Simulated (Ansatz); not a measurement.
# Au: start and end of a relaxation

The cell of Au is invented: random cell by space group and Wyckoff sites (Fm-3m, No. 225). Its size is a rough estimate.

start.cif

```cif
data_structure
_symmetry_space_group_name_H-M 'Fm-3m'
_symmetry_Int_Tables_number 225
_cell_length_a 6.2334
_cell_length_b 6.2334
_cell_length_c 6.2334
_cell_angle_alpha 90.000
_cell_angle_beta 90.000
_cell_angle_gamma 90.000
_cell_volume 242.20
loop_
_atom_site_label
_atom_site_type_symbol
_atom_site_symmetry_multiplicity
_atom_site_Wyckoff_symbol
_atom_site_fract_x
_atom_site_fract_y
_atom_site_fract_z
_atom_site_occupancy
Au1 Au 8 c 0.25000 0.75000 0.75000 1
Au2 Au 4 b 0.50000 0.00000 0.00000 1
```

These are results of Ansatz 0.2.0, DFT PBE, scalar-relativistic, plane waves, PAW, not measurements. Cutoff 420 eV, Gaussian smearing, Γ-centred meshes. Cell and atoms relax first on a coarse mesh and then on a finer one. In between, the cell is made exact in the group found at 0.06 Å. In metals the finer mesh still leaves noise of several meV/atom or more. The steps can't lower the symmetry of their start. No spin polarisation.

end.cif

```cif
data_structure
_symmetry_space_group_name_H-M 'Fm-3m'
_symmetry_Int_Tables_number 225
_cell_length_a 6.3646
_cell_length_b 6.3646
_cell_length_c 6.3646
_cell_angle_alpha 90.000
_cell_angle_beta 90.000
_cell_angle_gamma 90.000
_cell_volume 257.81
loop_
_atom_site_label
_atom_site_type_symbol
_atom_site_symmetry_multiplicity
_atom_site_Wyckoff_symbol
_atom_site_fract_x
_atom_site_fract_y
_atom_site_fract_z
_atom_site_occupancy
Au1 Au 8 c 0.25000 0.75000 0.75000 1
Au2 Au 4 b 0.50000 0.00000 0.00000 1
```

The symmetry stays Fm-3m (No. 225). The volume per atom grows by 6.4 %, from 20.2 to 21.5 Å³. The shortest distance goes from 2.70 Å (Au–Au) to 2.76 Å (Au–Au).

* Volume per atom: 21.48 Å³
* Density: 15.22 g/cm³
* Energy over the standard state: +0.21 eV/atom
* Gap on the 12×12×12 mesh of the 3-atom cell: 0 eV (a metal)

Energies count from the standard state of Au at the same level. It lies above the standard state, so it could only be metastable.

The last run used Gaussian smearing of 0.10 eV. These runs have no spin–orbit coupling, which can matter for Au. Symmetry constrained the relaxation, so the result can be a saddle point. In all, the 3 runs took 81 s on 1 thread of Intel(R) Xeon(R) Processor @ 2.50GHz (Skylake/Cascade Lake) (shared host).
